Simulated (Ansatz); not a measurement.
LiTaO$_{3}$ (LiNbO3 type, space group R3c)

```
LiTaO3
1.0
    2.56950     1.48350     4.58828
   -2.56950     1.48350     4.58828
    0.00000    -2.96700     4.58828
Li Ta O
2 2 6
Direct
  0.70537   0.70537   0.70537
  0.20537   0.20537   0.20537
  0.98855   0.98855   0.98855
  0.48855   0.48855   0.48855
  0.62306   0.87031   0.26242
  0.87031   0.26242   0.62306
  0.26242   0.62306   0.87031
  0.76242   0.37031   0.12306
  0.37031   0.12306   0.76242
  0.12306   0.76242   0.37031
```

Equation-of-state scan: isotropic scaling of the cell above, V₀ being its volume. The atoms relax within the cell's symmetry.

These are PBEsol (plane waves to 420 eV, PAW, scalar-relativistic; Ansatz, a program for electronic structure) values and carry that method's errors. k mesh 8×8×8 (Γ-centred), Fermi-Dirac smearing 0.05 eV. The energy includes the smearing's −TS. Compression counts positive. With the shape held, the modulus is that of even scaling; a crystal free to change shape is softer. LiTaO3 is run without spin polarisation. LiTaO3 was relaxed with its symmetry unable to fall. Spin-orbit coupling is left out, though Ta is heavy. The PAW data are Ansatz's earlier set. The zero of ΔE is the relaxed starting cell.

```json
[
 {"V (Å³/atom)": "9.445", "ΔE (meV/atom)": "50.8"},
 {"V (Å³/atom)": "9.654", "ΔE (meV/atom)": "31.4"},
 {"V (Å³/atom)": "9.864", "ΔE (meV/atom)": "withheld"},
 {"V (Å³/atom)": "10.074", "ΔE (meV/atom)": "7.3"},
 {"V (Å³/atom)": "10.284", "ΔE (meV/atom)": "1.8"},
 {"V (Å³/atom)": "10.494", "ΔE (meV/atom)": "0.0"},
 {"V (Å³/atom)": "10.704", "ΔE (meV/atom)": "1.6"},
 {"V (Å³/atom)": "10.914", "ΔE (meV/atom)": "6.3"},
 {"V (Å³/atom)": "11.124", "ΔE (meV/atom)": "13.5"},
 {"V (Å³/atom)": "11.333", "ΔE (meV/atom)": "22.8"},
 {"V (Å³/atom)": "11.543", "ΔE (meV/atom)": "33.8"}
]
```

Q: Fit a third-order Birch-Murnaghan form (E₀, V₀, B₀, B₀′ free) to the given rows and predict ΔE at V = 9.864.

A: Least squares on the 10 given rows: ΔE = E₀ + (9V₀B₀/16)·y²·[2 + (B₀′ − 4)y], y = (V₀/V)^(2/3) − 1, with V₀ = 10.492 Å³/atom, B₀ = 125.4 GPa (160.2 GPa = 1 eV/Å³; the term in eV is multiplied by 1000), B₀′ = 5.17, E₀ = 0.14 meV/atom; root-mean-square residual 0.13 meV/atom. At 9.864 the fit gives 16.8 meV/atom; the calculation gives 17.1 meV/atom, so the interpolation is off by -0.3 (-1.8 %). For the pressure the fit gives 9.1 GPa against the computed 9.1 GPa.

(Under strain, the slope of the energy per volume gives the stress and its curvature an elastic modulus.)
